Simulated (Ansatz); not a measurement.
Ta4N5:
```xyz
9
Lattice="-3.4310 3.4310 2.1341 3.4310 -3.4310 2.1341 3.4310 3.4310 -2.1341" Properties=species:S:1:pos:R:3 pbc="T T T"
Ta     4.1545     1.4892     0.0000
Ta    -0.7236     1.9418     2.1341
Ta     1.4892     2.7074     0.0000
Ta     1.9418     0.7236     2.1341
N      0.0000     0.0000     2.1341
N      2.1189     0.6279     0.0000
N      1.3121     2.8031     2.1341
N      0.6279     4.7431     0.0000
N      2.8031    -1.3121     2.1341
```

Relaxed with r²SCAN.

Question: Give the Bader charges and basin volumes of the independent atoms, plane-wave PAW r²SCAN (Ansatz code).

Answer: 

```csv
atom,Bader charge (e),Bader volume (Å³)
Ta1,+2.20,10.4
N5,-1.69,12.6
N6,-1.77,11.5
```

Space group I4/m. The workflow started from a Materials Project entry (that database holds measured and hypothetical structures alike); the Crystallography Open Database copy checked does not list it. Whether it is the stable phase at ambient conditions was not checked. The cell was relaxed with r²SCAN under the symmetry of its start; whether a distortion lowers the energy is not shown. The run is not spin-polarised. Spin–orbit coupling is left out wherever it is not named.

Potentials: the later of the program's two PAW sets.
